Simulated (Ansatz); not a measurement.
**Run on GdZn (Pm-3m) — spiral at q = 0**

Computed with DFT, LDA, all-electron LAPW, scalar-relativistic (Ansatz).

Command: `ansatz run input.yaml --threads 2 --pin off --max-ram 5120MiB --backend cpu --events-out ev --progress --plain --runs-dir out`

```yaml
crystal:
  lattice:
    - [3.618, 0.0, 0.0]
    - [0.0, 3.618, 0.0]
    - [0.0, 0.0, 3.618]
  atoms:
    - { symbol: Gd, position: [0.0, 0.0, 0.0], spin: 7.1, spin_axis: [1.0, 0.0, 0.0] }
    - { symbol: Zn, position: [0.5, 0.5, 0.5] }
magnetization:
  noncollinear: true
  spin_spiral: { q: [0.0, 0.0, 0.0] }
kpoints:
  mp_grid: { grid: [12, 12, 12] }
scf:
  occupations: { method: fermi_dirac, width: 0.05 }
hamiltonian:
  xc: lda
  pseudopotentials: { kind: all_electron, lapw: { basis_error: 0.0005 } }
output:
  eigenvalues: false
```

The program prints:

```
settings of this run that can trade accuracy for cost: output.eigenvalues: false. Do not mix this run's numbers with those of runs without the same settings; the input reference describes each key
LAPW: plane waves up to 7.482 Å⁻¹, error target 5.0e-4 eV per atom; small_component_spin mean_spin; Zn in spheres of 1.506 Å, 20 of its electrons in bands, Dirac shells []; Gd in spheres of 1.628 Å, 34 of its electrons in bands, Dirac shells [] (how accurate: hamiltonian.pseudopotentials.lapw.basis_error, Limitations)
band count auto-derived: 68 (N_el = 54.0; filled up to band 54; 66 by the electrons, moments and atoms)
Engine: ansatz 0.2.0
Pseudopotentials: kind: all_electron
Pseudopotential: Gd, LAPW, valence charge 34, lapw/all_electron/scalar/gaussian/Gd, Koelling and Harmon's equation, gaussian nucleus
Pseudopotential: Zn, LAPW, valence charge 20, lapw/all_electron/scalar/gaussian/Zn, Koelling and Harmon's equation, gaussian nucleus
Functional definition: SPW92
  exchange = slater_x
  correlation = pw_c
Crystal: 2 atoms, lattice volume = 47.359 Å³
Basis set: ecut = 213.27572182169297 eV, 341 PW (Γ), exchange–correlation at level 2
Bands: 68, of which v1, the nominal top of the filled ones, is band 54 counted from 1 (53 counted from 0)
Symmetry: 48 space group operations
k-points: 84 of 1728
Spin spiral: q = (0, 0, 0) of the reciprocal vectors; moments are told in the frame that turns with it, a site's in that at the site
Non-local potential: Gd, projectors of the file, none
Non-local potential: Zn, projectors of the file, none
Initial density: superposition of atomic densities (chi_scale 0.1, normalization cell)
Starting moments: Σ|m| = 7.1 μB on 1 of 2 sites
Initial wavefunctions: plane waves of lowest kinetic energy (no species holds an atomic orbital)
Functional: x = slater, c = lda
iter 1 solved again at ethr=8.54e-4 eV; its pass at ethr=1.00e-1 eV (dr2=4.61e-1 eV) is discarded
SCF iter   1: F=—  HF=-355289.627149 eV  |F-HF|=—  |Δ(HF+E_count)|=         —  Δρ=2.87e-2  dr2=4.60e-1  dr2_m=8.95e-2  ethr=8.54e-4  |M|=6.24e0 ∫|m|=6.25e0 μB  β_m=0.30  ⟨swp⟩=2.1  Hψ=34987  notcnv=0
preconditioner: auto → Kerker (q_TF=auto, 2.789 Å⁻¹)  [metal: Δε(μ)=0.004 eV  Ē_g=9.404 eV  σ=0.050 eV  W_gap=0.02  n_scr=18 (ndim 8)  ℏωp=28.6 eV  f_vac=0.000  D(μ)=10.17/eV (n_scr^D=178)]
spin=Noncollinear: Kerker preconditioning applied to the charge; magnetization (m_x, m_y, m_z) channels mix plain (no charge-response kernel on spin).
SCF iter   2: F=—  HF=-355290.574216 eV  |F-HF|=—  |Δ(HF+E_count)|=   9.47e-1  Δρ=1.91e-2  dr2=3.56e-1  dr2_m=1.38e-2  ethr=8.53e-4  |M|=7.28e0 ∫|m|=7.28e0 μB  β_m=1.00  ⟨swp⟩=3.0  Hψ=19399  notcnv=0
SCF iter   3: F=—  HF=-355289.297001 eV  |F-HF|=—  |Δ(HF+E_count)|=    1.28e0  Δρ=1.07e-2  dr2=9.99e-2  dr2_m=3.76e-3  ethr=6.60e-4  |M|=7.50e0 ∫|m|=7.50e0 μB  β_m=1.00  ⟨swp⟩=2.1  Hψ=17788  notcnv=0
SCF iter   4: F=—  HF=-355289.092040 eV  |F-HF|=—  |Δ(HF+E_count)|=   2.05e-1  Δρ=1.29e-2  dr2=1.81e-2  dr2_m=1.82e-2  ethr=1.85e-4  |M|=7.03e0 ∫|m|=7.04e0 μB  β_m=0.30  ⟨swp⟩=2.8  Hψ=17935  notcnv=0
[...]
the basis was enlarged: its passes take 7.8 MiB over the memory plan, 2 of 2 planned eigensolver slots
[...]
SCF iter  10: F=—  HF=-355289.039832 eV  |F-HF|=—  |Δ(HF+E_count)|=   2.76e-4  Δρ=1.30e-3  dr2=9.86e-4  dr2_m=1.84e-4  ethr=6.92e-7  |M|=7.36e0 ∫|m|=7.37e0 μB  β_m=0.37  ⟨swp⟩=2.0  Hψ=17260  notcnv=0
SCF iter  11: F=—  HF=-355289.040049 eV  |F-HF|=—  |Δ(HF+E_count)|=   2.17e-4  Δρ=4.24e-4  dr2=1.74e-4  dr2_m=1.13e-5  ethr=6.92e-7  |M|=7.34e0 ∫|m|=7.35e0 μB  β_m=0.70  ⟨swp⟩=2.0  Hψ=17271  notcnv=0
SCF iter  12: F=—  HF=-355289.040111 eV  |F-HF|=—  |Δ(HF+E_count)|=   6.20e-5  Δρ=3.05e-4  dr2=1.23e-4  dr2_m=1.98e-6  ethr=3.22e-7  |M|=7.34e0 ∫|m|=7.35e0 μB  β_m=0.56  ⟨swp⟩=2.0  Hψ=17281  notcnv=0
SCF iter  13: F=—  HF=-355289.040057 eV  |F-HF|=—  |Δ(HF+E_count)|=   5.38e-5  Δρ=2.47e-4  dr2=5.65e-5  dr2_m=6.61e-6  ethr=2.27e-7  |M|=7.35e0 ∫|m|=7.35e0 μB  β_m=0.50  ⟨swp⟩=2.0  Hψ=16763  notcnv=0
SCF iter  14: F=—  HF=-355289.040042 eV  |F-HF|=—  |Δ(HF+E_count)|=   1.56e-5  Δρ=2.06e-4  dr2=1.96e-5  dr2_m=4.61e-6  ethr=1.05e-7  |M|=7.35e0 ∫|m|=7.35e0 μB  β_m=0.75  ⟨swp⟩=2.0  Hψ=17264  notcnv=0
SCF iter  15: F=—  HF=-355289.040023 eV  |F-HF|=—  |Δ(HF+E_count)|=   1.85e-5  Δρ=3.65e-5  dr2=6.60e-7  dr2_m=1.45e-7  ethr=3.63e-8  |M|=7.34e0 ∫|m|=7.35e0 μB  β_m=0.79  ⟨swp⟩=2.0  Hψ=17266  notcnv=0
SCF iter  16: F=-355289.040023 eV  HF=-355289.040023 eV  |F-HF|=4.48e-9  |Δ(HF+E_count)|=   2.99e-7  Δρ=7.07e-6  dr2=2.77e-8  dr2_m=3.40e-10  ethr=1.22e-9  |M|=7.34e0 ∫|m|=7.35e0 μB  ⟨swp⟩=2.1  Hψ=17281  notcnv=0
SCF 1 converged in 16 iterations: F = -355289.040023 eV  dr2 = 2.77e-8
WARN: this state was not checked for a lower one beside it: the run's test of it (scf.lower_state_search) could not run behind this SCF: none is made under non-collinear spin (noncollinear)
SCF converged after 16 iterations
Magnetization: |M| = 7.3428 μB,  M = (+7.3428, +0.0000, +0.0000) μB
Absolute magnetization: 7.3503 μB (∫|m|)
  site 0: m = (+7.1564, +0.0000, +0.0000) μB, |m| = 7.1564 μB  (R = 1.63 Å)
  site 1: m = (+0.0383, -0.0000, +0.0000) μB, |m| = 0.0383 μB  (R = 1.51 Å)
Free energy (F): -355289.040023 eV
Harris-Foulkes:  -355289.040023 eV  (|F-HF|=4.48e-9)
Internal energy: -355289.020868 eV  (E = F + TS)
E sigma→0 (E₀):  -355289.030445 eV
Entropy (-TS):   -0.019155 eV (-9.578 meV/atom)
Fermi energy:    13.907309 eV
--- Per-component energies (eV) ---
  E_band       = -3313.299974
  E_kinetic    = 382739.548417
  E_xc         = -8473.396780
  E_electrostatic = -729555.172505  (all electrons and nuclei)
  E_smearing   = -0.019155  (= −TS)
  E_closure    = 0.000000  (closes the sum)
  E_atoms      = -355272.203876  (free atoms, spherical and without spin; not in F)
  Σ components = -355289.040023   (vs F -355289.040023, Δ=0.00e0)
  Basis errors (estimates in eV, not in F): energy 1.5e-4 per atom: plane waves 1.1e-4 (5.7e-5 summed), levels above the bands 1.7e-28, relativity 3.2e-9, radial functions 3.4e-5, core shells 6.8e-8; eigenvalues (radial functions only) 1.4e-6; not estimated: angular momenta, meshes, grids; target (lapw.basis_error) 5.0e-4; muffin-tin radii Zn 1.506 Å, Gd 1.628 Å
settings of this run that can trade accuracy for cost: output.eigenvalues: false. Do not mix this run's numbers with those of runs without the same settings; the input reference describes each key
```

Site moments (μB): Gd1 7.16, Zn2 0.04. Cell moment 7.34 μB in the turning frame.

Without U a semilocal functional puts the f levels too near the Fermi level, which can change moments and the order of magnetic states; site and cell moments are spin moments. Spin–orbit coupling is left out although heavy atoms are present. In at least one run the program's final test of stability wasn't made or came to no verdict. With open f shells a run can end in a state that isn't the lowest. None of this fixes the real material's magnetic order: only patterns that fit the cell were computed, without spin fluctuations and on one mesh and smearing, with a functional that can overstate moments.

It took 3.3 min on 2 threads of Arm Neoverse V2 (shared host), peak memory 1 GiB.
